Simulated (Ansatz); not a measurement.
Input:

GeMo (rock salt, Fm-3m), a = 5.139 Å, b = 5.139 Å, c = 5.139 Å, α = 90.00°, β = 90.00°, γ = 90.00°; the cell used has 2 atoms.

This is the PBE-relaxed structure.

**Question.** All from DFT-PBE in the program Ansatz with PAW potentials, unless another level is named. Predict the electronic character.

**Answer.** metallic (no gap).

**Question.** Next, the density of states at the Fermi level?

**Answer.** 1.4 states/eV per atom (mean over ±0.08 eV).

**Question.** Next, the formation energy from the elements (no fitted shifts)?

**Answer.** 0.45 eV/atom.

The cell is a constructed one: a structure type filled with these elements; neither database checked (COD, Materials Project) lists it. Whether it is the stable phase at ambient conditions was not checked. Symmetry was held in the PBE relaxation; its stability against distortions is not shown here. No spin polarisation was allowed. The references are the lowest solids computed at this level, not always the standard phases. Scalar-relativistic: spin–orbit coupling is off unless named, which matters more the heavier the elements.

Potentials: the later of the program's two PAW sets.
